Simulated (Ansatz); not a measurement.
Course of a relaxation: Be₃TeSe₂

A trial structure of Be₃TeSe₂ was built thus: random cell by space group and Wyckoff sites (P3m1, No. 156). Its size is a rough estimate.

```xyz
6
Lattice="4.1574 0.0000 0.0000 -2.0787 3.6004 0.0000 0.0000 0.0000 8.7281" Properties=species:S:1:pos:R:3 pbc="T T T"
Be    0.0000    0.0000    6.1126
Be    0.0000    2.4003    3.5091
Be    2.0787    1.2001    6.3651
Te    0.0000    0.0000    2.6811
Se    0.0000    2.4003    0.3284
Se    0.0000    0.0000    0.3373
```

Level of theory: DFT PBE, scalar-relativistic, plane waves, PAW (Ansatz). Cutoff 420 eV, Gaussian smearing, Γ-centred meshes. Cell and atoms relax first on a coarse mesh and then on a finer one. In between, the cell is made exact in the group found at 0.06 Å. In metals the finer mesh still leaves noise of several meV/atom or more. The steps can't lower the symmetry of their start. No spin polarisation.

Steps on the 6×6×2 mesh (6 atoms, 22 steps). The free energy counts from the last step; some steps are skipped; the plane-wave basis is renewed at times, which shifts energy and pressure.

```csv
step,ΔF (meV/atom),V (Å³/atom),P (GPa),largest force component (eV/Å)
1,1191.7,21.77,7.19,6.810
2,955.0,22.19,2.60,3.098
3,803.6,21.63,0.99,1.851
4,710.8,21.23,0.11,1.852
5,608.0,20.95,0.39,1.546
7,459.3,21.27,2.03,3.040
8,341.1,21.91,-0.08,1.248
9,259.4,22.24,-0.06,0.543
10,199.4,22.23,-0.42,0.477
11,140.0,21.95,-0.65,0.407
12,89.5,21.49,-0.13,0.235
13,58.7,20.72,0.86,0.658
14,24.9,20.82,-0.01,0.581
15,9.8,20.59,-0.64,0.395
16,5.8,20.57,0.36,0.161
18,5.4,20.61,0.02,0.015
19,1.3,20.61,0.32,0.018
20,0.4,20.78,0.05,0.045
21,0.0,20.93,0.02,0.009
22,0.0,20.93,0.02,0.009
```

The relaxed structure, after a last relaxation on the converged mesh:

```yaml
crystal:
  lattice:
    - [3.65938, 0.00000, 0.00000]
    - [-1.82969, 3.16912, 0.00000]
    - [0.00000, 0.00000, 10.93848]
  atoms:
    - { symbol: Be, position: [0.00000, 0.00000, 0.65291] }
    - { symbol: Be, position: [0.33333, 0.66667, 0.34417] }
    - { symbol: Be, position: [0.66667, 0.33333, 0.77503] }
    - { symbol: Te, position: [0.00000, 0.00000, 0.44139] }
    - { symbol: Se, position: [0.33333, 0.66667, 0.15346] }
    - { symbol: Se, position: [0.00000, 0.00000, 0.84814] }
```

The symmetry stays P3m1 (No. 156). The volume per atom shrinks by 2.9 %, from 21.8 to 21.1 Å³. The shortest distance goes from 2.34 Å (Te–Se) to 2.09 Å (Be–Se). The ratio c/a of the conventional cell changes by a factor of 1.42. The energy falls by about 1.2 eV/atom (the start's value is from the coarse mesh). The end is written in a standard setting, so origin, axes and order of atoms can differ from the start's. Around Be on its first site lie 1 Se at 2.14 Å, 1 Te at 2.31 Å and 3 Be at 2.50 Å; Te has 4 Be at 2.31–2.37 Å; Se on its first site is surrounded by 1 Be at 2.09 Å; 3 more sites not described.

```json
{
  "Volume per atom": "21.1 Å³",
  "Density": "4.1 g/cm³",
  "Energy over the elements": "+0.03 eV/atom",
  "Gap on the 12×12×4 mesh of the 6-atom cell": "0 eV (a metal)"
}
```

Formation energies are uncorrected and refer to the elements' standard structures at the same level.

The last run used Gaussian smearing of 0.10 eV. The k mesh leaves some 4 meV/atom of noise in the energy of each metallic cell. Weakly bound directions are ill-defined at this level, which has no dispersion term. These runs have no spin–orbit coupling, which can matter for Te. The reference forms of Se and Te are held partly by dispersion forces, which this level lacks. Symmetry constrained the relaxation, so the result can be a saddle point.
